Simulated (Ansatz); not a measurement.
All numbers below come from DFT PBE, scalar-relativistic, plane waves, PAW in Ansatz. All cells share a 420 eV cutoff and Γ-centred k meshes spaced at most about 0.3 Å⁻¹ (about 0.25 or finer for metals, 2π included). No spin polarisation in the final relaxations.

Temperature and zero-point effects are left out. All come from trial cells, and lower structures may exist.

Question: Which of these relaxed structures of ZnCd₂Se₃ is the lowest in energy?
A.

```
CELL_PARAMETERS angstrom
3.96069 0.00000 0.00000
-1.98035 3.43006 0.00000
0.00000 0.00000 9.77892
ATOMIC_POSITIONS crystal
Zn 0.00000 0.00000 0.00000
Cd 0.33333 0.66667 0.67303
Cd 0.66667 0.33333 0.32697
Se 0.00000 0.00000 0.50000
Se 0.33333 0.66667 0.15070
Se 0.66667 0.33333 0.84930
```

B.

```
CELL_PARAMETERS angstrom
6.88632 0.00000 0.00000
-3.44316 5.96373 0.00000
0.00000 0.00000 4.01420
ATOMIC_POSITIONS crystal
Zn 0.00000 0.00000 0.50000
Cd 0.66667 0.33333 0.50000
Cd 0.33333 0.66667 0.50000
Se 0.00000 0.50000 0.00000
Se 0.50000 0.50000 0.00000
Se 0.50000 0.00000 0.00000
```

C.

```
CELL_PARAMETERS angstrom
6.98700 0.00000 0.00000
-3.49350 6.05092 0.00000
0.00000 0.00000 3.93044
ATOMIC_POSITIONS crystal
Zn 0.00000 0.00000 0.50000
Cd 0.33333 0.66667 0.00000
Cd 0.66667 0.33333 0.00000
Se 0.50000 0.00000 0.50000
Se 0.00000 0.50000 0.50000
Se 0.50000 0.50000 0.50000
```

D.

```
CELL_PARAMETERS angstrom
3.80456 0.00000 0.00000
0.00000 3.80456 0.00000
0.00000 0.00000 11.76720
ATOMIC_POSITIONS crystal
Zn 0.00000 0.00000 0.00000
Cd 0.00000 0.50000 0.59472
Cd 0.50000 0.00000 0.40528
Se 0.00000 0.50000 0.35435
Se 0.50000 0.00000 0.64565
Se 0.50000 0.50000 0.00000
```

Answer: A. It has Zn and Cd ordered on rock salt sites, space group P-3m1 (No. 164); the next, D, with space group P-4m2 (No. 115), lies 159 meV/atom higher. Counting Se atoms around Cd and Zn (those within 1.25 times the shortest such distance or 1.15 times the sum of covalent radii, 1.27 where that leaves under three), the lowest has Zn 6, Cd 6 and the next has Zn 4, Cd 5.

Weakly bound directions are ill-defined at this level, which has no dispersion term (P-4m2), and this can change margins and order among such cells. A magnetic state wasn't ruled out in cells without spin, among them P6/mmm at 27.7 Å³/atom, P6/mmm at 27.5 Å³/atom. Cells relaxed within their symmetry can be saddle points. Some structure types and database cells were kept out of the candidates from the start, so a known form may be missing.
